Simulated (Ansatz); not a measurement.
**Zn₂InGaO₅: the gap against volume**

Zn₂InGaO₅, P6_3/mmc, a = 3.299 Å, c = 22.375 Å. The structure is a Materials Project entry; whether it is the stable form wasn't checked. Ansatz: r2SCAN, PAW, 500 eV, Γ-centred 12×12×2 mesh on 18 atoms, Gaussian smearing 0.02 eV; no spin polarisation. Shape and atoms are relaxed at each volume; x = ln(V/V0) with V0 = 11.720 Å³/atom. The gap is read at the mesh points alone.

```tsv
x	gap y (eV)
-0.1278	2.266
-0.0943	2.148
-0.0619	2.035
-0.0305	1.926
0.0000	1.820
0.0296	1.718
0.0583	1.622
0.0953	?
```

**Question.** Fit a straight line to the other rows, give the volume deformation potential of the gap and its pressure coefficient, and predict the missing gap. B0 = 172.4 GPa.

**Answer.** Means x = -0.03237, y = 1.9336; Σ(Δx)² = 0.02693, ΣΔxΔy = -0.09330; the slope is their ratio. y = 1.8214 − 3.4649 x. The slope is the deformation potential a = dE_g/d ln V = -3.46 eV, and dE_g/dP = −a/B0 = 20.1 meV/GPa. At x = 0.0953 the fit asked for gives 1.491 eV. The run gave 1.496 eV, so the fit is 0.005 eV too low, a small miss on the scale of the series.

Semilocal functionals give gaps under the measured ones; where shallow d states of Zn, Cd, Cu or Ag mix into an O valence top, changes of the gap are off too.

Cost: 8 runs of about 65 core-minutes in all, on Intel Xeon Platinum 8259CL (Skylake/Cascade Lake) (shared hosts).